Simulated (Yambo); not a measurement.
Here is the system:

```xyz
5
Lattice="4.5205 0.0000 0.0000 0.0000 4.5205 0.0000 0.0000 0.0000 4.5205" Properties=species:S:1:pos:R:3 pbc="T T T"
F      0.0000     2.2603     2.2603
F      2.2603     0.0000     2.2603
F      2.2603     2.2603     0.0000
Ca     2.2603     2.2603     2.2603
Cs     0.0000     0.0000     0.0000
```

Workflow: PBEsol (pw.x of Quantum ESPRESSO, ONCV potentials, with spin-orbit coupling), then G0W0 in Yambo (2×2×2 Γ-centred k mesh, 272 bands and a 7 Ry block in the screening, 272 bands in G with the Bruneval-Gonze terminator, plasmon pole fitted at 27.2 eV).

Task: Give the PBEsol and G0W0 gaps between the band edges found on this mesh, and say where the edges lie.

Result: Edges: Γ → Γ. PBEsol: 6.97 eV; G0W0: 10.25 eV. Nearest settings tried, and what they do to the gap: 176 bands in G: +12 meV; 132 bands in W: +183 meV; 3 Ry block (81 vectors against 203): +128 meV. Not varied: mesh. So the settings aren't converged at that level. The k mesh is coarse. The cell is held in this high symmetry; tilts and polar distortions were not searched.

Geometry of the Materials Project entry, not relaxed at this level.

The structure is a Materials Project entry; no match was found in the copy of COD used, and its stability was not checked.
